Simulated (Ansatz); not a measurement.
**Ge: energy along a strain**

Ge, P6_3/mmc, a = 3.996 Å, c = 6.603 Å. This isn't the element's structure at ambient conditions. Ansatz: r2SCAN, PAW, 500 eV, Γ-centred 12×12×6 mesh on 4 atoms, Gaussian smearing 0.03 eV; no spin polarisation. Cell vectors (Å): 3.996 0.000 0.000; -1.998 3.460 0.000; 0.000 0.000 6.603. The cell is strained by x per cent times the pattern (0 1 0 0 0 0) in the order xx yy zz yz xz xy (engineering shears), with fractional coordinates held. y is the free energy over the start, V0 = 22.823 Å³/atom.

| x (%) | y (meV/atom) |
| --- | --- |
| -2.00 | 5.32 |
| -1.00 | 1.29 |
| 0.00 | 0.00 |
| 0.50 | 0.32 |
| 1.50 | ? |
| 2.00 | 4.75 |

Problem. Fit y = c2 x² + c3 x³ to the other rows, get the stiffness along the pattern, and predict the missing energy.

Solution. Least squares on the rows shown. y = 1.259 x² − 0.03558 x³. The clamped-ion stiffness p·C·p = 2 × 12.59 eV × 160.2 / 22.823 Å³ = 177 GPa, which is C22 in these axes. At x = 1.50 the fit asked for gives 2.71 meV/atom. The run gave 2.72 meV/atom, so the fit is 0.01 meV/atom too low, within twice the rms miss on the fitted rows (0.005 meV/atom).

Cost: 6 runs of about 6.2 core-minutes in all, on Arm Neoverse V1 (shared hosts).